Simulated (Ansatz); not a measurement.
Frames from the relaxation of a generated cell, Sr placed in the AFLOW prototype A_cI16_220_c (as in Li), as extended XYZ (Å, eV, eV/Å, GPa with compression positive). Calculation: r2SCAN (plane waves to 500 eV, PAW, scalar-relativistic; Ansatz, a quantum-chemistry and plane-wave program). Γ-centred k-mesh 5×5×5 on the run's cell (coarser than for final values), Fermi–Dirac smearing 0.05 eV.

```xyz
8
Lattice="-4.8257 4.8257 4.8257 4.8257 -4.8257 4.8257 4.8257 4.8257 -4.8257" Properties=species:S:1:pos:R:3:forces:R:3 pbc="T T T" step=1 free_energy=-28440.144 pressure=0.4 accepted=T
Sr     1.9399     1.9399     1.9399    0.2106    0.2106    0.2106
Sr    -1.9399     2.8858     1.9399   -0.2106   -0.2106    0.2106
Sr     2.8858     1.9399    -1.9399   -0.2106    0.2106   -0.2106
Sr     1.9399    -1.9399     2.8858    0.2106   -0.2106   -0.2106
Sr     4.3528     4.3528     4.3528    0.2106    0.2106    0.2106
Sr     0.4729     5.2986    -0.4729   -0.2106   -0.2106    0.2106
Sr     5.2986    -0.4729     0.4729   -0.2106    0.2106   -0.2106
Sr    -0.4729     0.4729     5.2986    0.2106   -0.2106   -0.2106
8
Lattice="-4.8406 4.8406 4.8406 4.8406 -4.8406 4.8406 4.8406 4.8406 -4.8406" Properties=species:S:1:pos:R:3:forces:R:3 pbc="T T T" step=2 free_energy=-28440.563 pressure=0.2 accepted=T
Sr     2.0457     2.0457     2.0457    0.1350    0.1350    0.1350
Sr    -2.0457     2.7948     2.0457   -0.1350   -0.1350    0.1350
Sr     2.7948     2.0457    -2.0457   -0.1350    0.1350   -0.1350
Sr     2.0457    -2.0457     2.7948    0.1350   -0.1350   -0.1350
Sr     4.4660     4.4660     4.4660    0.1350    0.1350    0.1350
Sr     0.3745     5.2151    -0.3745   -0.1350   -0.1350    0.1350
Sr     5.2151    -0.3745     0.3745   -0.1350    0.1350   -0.1350
Sr    -0.3745     0.3745     5.2151    0.1350   -0.1350   -0.1350
8
Lattice="-4.8555 4.8555 4.8555 4.8555 -4.8555 4.8555 4.8555 4.8555 -4.8555" Properties=species:S:1:pos:R:3:forces:R:3 pbc="T T T" step=3 free_energy=-28440.834 pressure=0.0 accepted=T
Sr     2.1653     2.1653     2.1653    0.0678    0.0678    0.0678
Sr    -2.1653     2.6902     2.1653   -0.0678   -0.0678    0.0678
Sr     2.6902     2.1653    -2.1653   -0.0678    0.0678   -0.0678
Sr     2.1653    -2.1653     2.6902    0.0678   -0.0678   -0.0678
Sr     4.5931     4.5931     4.5931    0.0678    0.0678    0.0678
Sr     0.2624     5.1179    -0.2624   -0.0678   -0.0678    0.0678
Sr     5.1179    -0.2624     0.2624   -0.0678    0.0678   -0.0678
Sr    -0.2624     0.2624     5.1179    0.0678   -0.0678   -0.0678
```

The path has 6 moves and ends in Im-3m (No. 229) (bcc (W type)), 0.11 eV/atom below its start. Free energies are of the whole cell and compare only within this code, potentials and settings.  No spin polarisation in the result.

The run could not lose the symmetry of its start.

The relaxed structure has the type that Sr is known to take under pressure; here it was relaxed at zero pressure, from a generated start.
